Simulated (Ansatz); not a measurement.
Here is an unrelaxed guess for BeZn4O.

```cif
data_structure
_symmetry_space_group_name_H-M 'P 1'
_symmetry_Int_Tables_number 1
_cell_length_a 4.8697
_cell_length_b 4.8697
_cell_length_c 4.8697
_cell_angle_alpha 60.000
_cell_angle_beta 60.000
_cell_angle_gamma 60.000
_cell_volume 81.65
loop_
_atom_site_label
_atom_site_type_symbol
_atom_site_fract_x
_atom_site_fract_y
_atom_site_fract_z
_atom_site_occupancy
Be1 Be 0.25000 0.25000 0.25000 1
Zn1 Zn 0.62422 0.12733 0.62422 1
Zn2 Zn 0.62422 0.62422 0.12733 1
Zn3 Zn 0.62422 0.62422 0.62422 1
Zn4 Zn 0.12733 0.62422 0.62422 1
O1 O 0.00000 0.00000 0.00000 1
```

The calculation used DFT PBE, scalar-relativistic, plane waves, PAW in Ansatz 0.2.0. Settings: cutoff 420 eV, Γ-centred mesh 4×4×4 on the computed 6-atom cell, Gaussian smearing of 0.10 eV; collinear spin from starting moments 0.0 0.0 0.0 0.0 0.0 1.0 μB.

The zero of energy is the elements' standard structures at the same level (O₂ as a molecule); no fitted shifts are applied.

Task: How far from equilibrium is it?

Result: The pressure is 4.0 GPa (it wants to expand), the largest force is 0.28 eV/Å, and the energy is +0.47 eV/atom against the elements. The shortest distance is 2.42 Å.

Task: How much does it gain on relaxing, and where does it end?

Result: Relaxing gains under 0.1 eV/atom (the start's value is from the coarse mesh, so the gain is rough) in 7 ionic steps and ends at +0.46 eV/atom on the finer mesh. The symmetry stays F-43m (No. 216). The volume per atom grows by 3.7 %, from 13.6 to 14.1 Å³. The shortest distance goes from 2.42 Å (Zn–Zn) to 2.46 Å (Zn–Zn). Conventional cell: a = 6.970 Å. Around Be lie 12 Zn at 2.89 Å and 4 O at 3.02 Å; Zn is surrounded by 6 Zn at 2.46–2.47 Å, 3 Be at 2.89 Å and 3 O at 2.89 Å; O is surrounded by 12 Zn at 2.89 Å and 4 Be at 3.02 Å (long contacts).

The last run used collinear spin, a 10×10×10 mesh for its 6-atom cell and Gaussian smearing of 0.10 eV. The relaxation can't lower the symmetry of the start. Symmetry constrained the relaxation, so the result can be a saddle point. Another cell of BeZn4O relaxed alike but without spin, in P4/mmm, lies 0.54 eV/atom lower, so this cell isn't the stable form at this level.
